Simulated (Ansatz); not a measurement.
## SnPb₃Se₄ (R3m) at 3 levels of theory

One geometry, relaxed with PBE; plane waves with PAW potentials in Ansatz, scalar-relativistic. No spin polarisation. Gaps are the least over mesh and band path; pressure is positive in compression.

```
Sn Pb Se
1.0
     4.38169    2.52977    3.58903
    -4.38169    2.52977    3.58903
     0.00000   -5.05954    3.58903
Sn Pb Se
1 3 4
Direct
  0.98518 0.98518 0.98518
  0.99702 0.49702 0.49702
  0.49702 0.49702 0.99702
  0.49702 0.99702 0.49702
  0.50254 0.50254 0.50254
  0.52101 0.00177 0.00177
  0.00177 0.00177 0.52101
  0.00177 0.52101 0.00177
```

| level | cutoff (eV) | k mesh | gap (eV) | pressure (GPa) |
| --- | --- | --- | --- | --- |
| PBE | 420 | 6×6×6 | 0.03 | 0.0 |

**Question.** What comes out on the same cell with r2SCAN, PBEsol?

**Answer.**
```
 level  cutoff (eV)  k mesh  gap (eV)  pressure (GPa)
r2SCAN          500   6×6×6      0.05            -1.0
PBEsol          420   6×6×6      0.03            -2.7
```

Spin-orbit coupling matters for the bands of heavy elements and is left out.

It was reached by relaxing an invented guess, and it needn't be the stable form of this composition.
